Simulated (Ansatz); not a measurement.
Calculation for Ba: DFT, PBEsol, norm-conserving pseudopotentials, Ansatz's default files, scalar-relativistic (Ansatz 0.2.0).

The cell comes from a relaxation on PAW files under the same functional, begun from a database entry that needn't be the ground state.

Command: `ansatz run input.yaml --threads 1 --pin off --max-ram 3072MiB --backend cpu --events-out ev --progress --plain --runs-dir out` It took 8.8 s on 1 thread of Arm Neoverse V1 (shared host), peak memory 0.37 GiB.

```yaml
crystal:
  lattice:
    - [-2.4368756582, 2.4368756582, 2.4368756582]
    - [2.4368756582, -2.4368756582, 2.4368756582]
    - [2.4368756582, 2.4368756582, -2.4368756582]
  atoms:
    - { symbol: Ba, position: [0.0, 0.0, 0.0] }
kpoints:
  mp_grid: { grid: [14, 14, 14] }
scf:
  occupations: { method: fermi_dirac, width: 0.05 }
hamiltonian:
  xc: pbesol
  pseudopotentials: { kind: nc }
output:
  forces: true
  stress: true
  eigenvalues: true
```

Output:

```
Engine: ansatz 0.2.0
Pseudopotentials: kind: nc
Pseudopotential: Ba, nc, valence charge 10, recommended cutoff 770 eV (normal), Ba.nc.azcp (PseudoDojo's, or run here from an input of PseudoDojo's: the run reads no file of this project's for it)
Functional definition: PBEsol
  exchange = pbesol_x
  correlation = pbesol_c
Crystal: 1 atoms, lattice volume = 57.884 Å³
Basis set: ecut = 770 eV, 2779 PW (Γ), exchange–correlation on 80×80×80 points (8 copies of the dense FFT grid, shifted against one another)
Bands: 9, of which v1, the nominal top of the filled ones, is band 5 counted from 1 (4 counted from 0)
Symmetry: 48 space group operations
Space group: Im-3m (ITA 229), of the structure as read, at distance tolerance 3.9e-5 Å
k-points: 104 of 2744
Non-local potential: Ba, projectors of the file, l = 0: 2, l = 1: 2, l = 2: 2, l = 3: 2
Initial density: superposition of atomic densities (chi_scale 0.1, normalization cell)
Initial wavefunctions: pseudopotential atomic-orbital guess
Functional: x = pbesol(κ = 0.804, μ = 0.12345679012345678), c = pbesol(β = 0.046)
SCF iter   1: F=—  HF=-761.989717 eV  |F-HF|=—  |Δ(HF+E_count)|=         —  Δρ=5.73e-3  dr2=1.39e-2  ethr=3.10e-3  ⟨swp⟩=13.3  Hψ=14375  notcnv=0
preconditioner: auto → Kerker (q_TF=auto, 2.036 Å⁻¹)  [metal: Δε(μ)=0.011 eV  Ē_g=2.923 eV  σ=0.050 eV  W_gap=0.05  n_scr=12 (ndim 8)  ℏωp=6.9 eV  f_vac=0.000  D(μ)=1.16/eV (n_scr^D=12)]
SCF iter   2: F=—  HF=-761.989949 eV  |F-HF|=—  |Δ(HF+E_count)|=   2.32e-4  Δρ=3.42e-3  dr2=5.41e-3  ethr=1.39e-4  ⟨swp⟩=3.0  Hψ=2210  notcnv=0  defer=1
SCF iter   3: F=—  HF=-761.990603 eV  |F-HF|=—  |Δ(HF+E_count)|=   6.54e-4  Δρ=5.68e-4  dr2=1.70e-4  ethr=5.41e-5  ⟨swp⟩=2.9  Hψ=1781  notcnv=0
SCF iter   4: F=—  HF=-761.990644 eV  |F-HF|=—  |Δ(HF+E_count)|=   4.11e-5  Δρ=3.03e-4  dr2=3.40e-5  ethr=1.70e-6  ⟨swp⟩=2.1  Hψ=1459  notcnv=0
SCF iter   5: F=—  HF=-761.990631 eV  |F-HF|=—  |Δ(HF+E_count)|=   1.29e-5  Δρ=5.80e-5  dr2=1.47e-6  ethr=3.40e-7  ⟨swp⟩=2.5  Hψ=1539  notcnv=0
SCF iter   6: F=-761.990631 eV  HF=-761.990631 eV  |F-HF|=1.62e-8  |Δ(HF+E_count)|=   5.33e-7  Δρ=5.57e-6  dr2=3.45e-8  ethr=1.00e-9  ⟨swp⟩=9.3  Hψ=7973  notcnv=0
SCF 1 converged in 6 iterations: F = -761.990631 eV  dr2 = 3.45e-8
SCF converged after 6 iterations
Free energy (F): -761.990631 eV
Harris-Foulkes:  -761.990631 eV  (|F-HF|=1.62e-8)
Internal energy: -761.980742 eV  (E = F + TS)
E sigma→0 (E₀):  -761.985687 eV
Entropy (-TS):   -0.009888 eV (-9.888 meV/atom)
Fermi energy:    6.404918 eV
--- Per-component energies (eV) ---
  E_band       = -77.721929
  E_kinetic    = 176.782682
  E_local      = -440.817400  (includes V_loc(G=0)·N_el)
  E_nonlocal   = 106.750470
  E_hartree    = 109.731609
  E_xc         = -176.816845
  E_vxc        = -139.904238  (∫ρ·V_xc dr)
  E_ewald      = -537.611258
  E_smearing   = -0.009888  (= −TS)
  E_closure    = -0.000000  (closes the sum)
  Σ components = -761.990631   (vs F -761.990631, Δ=0.00e0)
--- Forces (eV/Å), atoms counted from 1 ---
  atom   1  Ba    -0.00000000     0.00000000     0.00000000
  max |Σ_I F_I| component: 3.08e-33 eV/Å
--- Stress (GPa, compression-positive) ---
        0.032081       0.000000       0.000000
       -0.000000       0.032081       0.000000
       -0.000000       0.000000       0.032081
  P = ⅓ Tr σ = 0.0321 GPa (0.321 kbar)
--- Band table (eV; the first three rows and the last of 104) ---
  k-point 0: bands = ["-22.3109", "-7.1702", "-7.1702", "-7.1702", "3.6231", "8.3399", "8.3399", "8.3399", "9.8950"]
  k-point 1: bands = ["-22.3078", "-7.2031", "-7.1800", "-7.1704", "3.7297", "8.2449", "8.2874", "8.4415", "9.6979"]
  k-point 2: bands = ["-22.2992", "-7.2935", "-7.2075", "-7.1712", "4.0317", "8.0113", "8.0791", "8.7420", "9.4835"]
  k-point 103: bands = ["-22.2023", "-7.5870", "-7.5870", "-7.5870", "5.7697", "5.7697", "10.7534", "10.7534", "10.7534"]
```

Spin–orbit coupling is left out, which matters for the heavy atoms. The norm-conserving files are those that the library serves for this functional.
